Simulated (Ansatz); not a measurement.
²³Na NMR of the central transition in Na2P3HO9

Cell: a Materials Project structure (computed, not necessarily an observed phase), atoms as given.

Space group P-1 (No. 2); a = 6.7886, b = 7.2691, c = 7.8567 Å, α = 92.32°, β = 102.53°.

```
site  Wyckoff  site symmetry       x       y       z
 Na1       2i              1  0.5849  0.6429  0.8454
 Na3       2i              1  0.0879  0.6535  0.8532
   H       2i              1  0.7964  0.9797  0.8216
  P7       2i              1  0.0954  0.1615  0.7776
  P9       2i              1  0.5367  0.1698  0.7760
 P11       2i              1  0.7669  0.3622  0.5522
 O13       2i              1  0.1248  0.3107  0.9189
 O15       2i              1  0.5852  0.3152  0.9190
 O17       2i              1  0.6398  0.9803  0.8208
 O19       2i              1  0.0091  0.9784  0.8114
 O21       2i              1  0.3053  0.1157  0.7158
 O23       2i              1  0.9652  0.2314  0.5955
 O25       2i              1  0.5898  0.2273  0.5980
 O27       2i              1  0.7939  0.5280  0.6739
 O29       2i              1  0.2843  0.6226  0.6406
```

One atom of each set is listed.

Method: Kohn–Sham DFT in Ansatz, PBE, plane waves and PAW, scalar-relativistic, 420 eV cutoff, Γ-centred 3×3×3 k-points, Fermi–Dirac smearing 0.02 eV.

²³Na has I = 3/2 and Q = 104.0 mb (Pyykkö 2018); at 16.4 T its Larmor frequency is ν₀ = 184.8 MHz. Only the quadrupole interaction is simulated: positions count from each site's isotropic chemical shift, and J coupling is left out, as are shift anisotropy and dipolar coupling, which fast spinning averages.

Problem. What does the ²³Na spectrum (fast magic-angle spinning) show for each site?

Solution. 

| site | first shell | C_Q (MHz) | η | P_Q (MHz) | δ_QIS (ppm) | breadth (kHz) |
| --- | --- | --- | --- | --- | --- | --- |
| Na1 | 6 O at 2.29–2.50 Å | 2.18 | 0.28 | 2.21 | -3.57 | 1.51 |
| Na3 | 6 O at 2.34–2.57 Å | 0.855 | 0.20 | 0.860 | -0.541 | 0.226 |

δ_QIS = −(ν_Q²/30ν₀²)[I(I+1) − 3/4](1 + η²/3) × 10⁶ ppm with ν_Q = 3|C_Q|/[2I(2I−1)]; it falls as 1/B₀² in ppm, and the breadth as 1/B₀ in kHz.

The run took 38 s of wall time (38 s of CPU time) and 0.89 GiB at its peak, on 1 thread of Intel Xeon 6975P-C (Granite Rapids) (x86_64; 16 cores open to the job, memory cap 2.5 GiB, no GPU), a shared host with a load of 0.6 a core.
